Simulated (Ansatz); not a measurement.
All numbers below come from DFT PBE, scalar-relativistic, plane waves, PAW (Ansatz 0.2.0). Settings: cutoff 420 eV, Γ-centred meshes spaced at most about 0.3 Å⁻¹, and about 0.25 Å⁻¹ or finer for metals (2π included), Gaussian smearing. No spin polarisation in the final relaxations.

All energies are static (0 K, no zero-point motion). All come from trial cells, and lower structures may exist.

**Question.** These unrelaxed guesses for TaSiO4 are each relaxed within their symmetry. Order them by the energy at which they end, lowest first.
A.

```xyz
6
Lattice="3.4782 0.0000 0.0000 -1.7391 3.0122 0.0000 0.0000 0.0000 6.3194" Properties=species:S:1:pos:R:3 pbc="T T T"
Ta    0.0000    0.0000    3.1597
Si    0.0000    0.0000    0.0000
O     0.0000    0.0000    5.0848
O     0.0000    0.0000    1.2346
O     0.0000    2.0081    3.1597
O     1.7391    1.0041    3.1597
```

B.

```xyz
6
Lattice="3.4817 0.0000 0.0000 0.0000 3.4817 0.0000 0.0000 0.0000 4.9298" Properties=species:S:1:pos:R:3 pbc="T T T"
Ta    1.7408    1.7408    2.4649
Si    0.0000    0.0000    0.0000
O     1.7408    0.0000    3.6767
O     0.0000    1.7408    1.2531
O     1.7408    0.0000    1.2531
O     0.0000    1.7408    3.6767
```

**Answer.** B (ends in P4/mmm, 0 meV/atom), A (ends in P6/mmm, 246 meV/atom).

These runs have no spin–orbit coupling, which can matter for Ta. In P4/mmm, P6/mmm an odd number of electrons in the primitive cell allows no gap without spin; a larger cell or a magnetic state could open one. Cells relaxed within their symmetry can be saddle points. Some candidate types were left out of the draw beforehand, so a known form may be missing.
